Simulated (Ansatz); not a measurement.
Relaxing a structure of Al

The start is a randomly generated symmetric cell of Al (space group No. 225). The cell and all atomic positions are relaxed at zero pressure with PBE (plane waves to 420 eV, PAW, scalar-relativistic; Ansatz, a first-principles code). The first steps use a coarse 9×9×9 k-mesh.

The start:
```yaml
crystal:
  lattice:
    - [0.00000, 3.14716, 3.14716]
    - [3.14716, 0.00000, 3.14716]
    - [3.14716, 3.14716, 0.00000]
  atoms:
    - { symbol: Al, position: [0.25000, 0.25000, 0.25000] }
    - { symbol: Al, position: [0.75000, 0.75000, 0.75000] }
    - { symbol: Al, position: [0.50000, 0.50000, 0.50000] }
```

How large is the pressure on the unrelaxed cell, and of which sign?

-2.2 GPa (negative: the cell is under tension).

By how much does the energy per atom fall from start to end?

0.01 eV/atom.

Write out the relaxed structure.


Space group Fm-3m (No. 225); a = 6.212 Å, b = 6.212 Å, c = 6.212 Å, α = 90.00°, β = 90.00°, γ = 90.00°

```tsv
atom	site	symmetry	x	y	z
Al	8c	-43m	0.2500	0.2500	0.2500
Al	4b	m-3m	0.5000	0.5000	0.5000
```
(The calculation used a cell of 3 atoms; values per cell refer to that cell.)

The space group stays Fm-3m (No. 225) (the run could not lower it), with 3 atoms in the primitive cell. Final values are on a 13×13×13 k-mesh of the relaxed cell. No spin polarisation in the result.

The run could not lose the symmetry of its start, so the end can be a saddle point.

All atoms sit on sites fixed by symmetry, so only the cell could relax.

The relaxed structure here is a generated cell of Al: the first start was made by a random draw of sites in a space group, and the end was not matched to a known phase here, so it may be hypothetical. A known form of Al has the same space group but another cell.
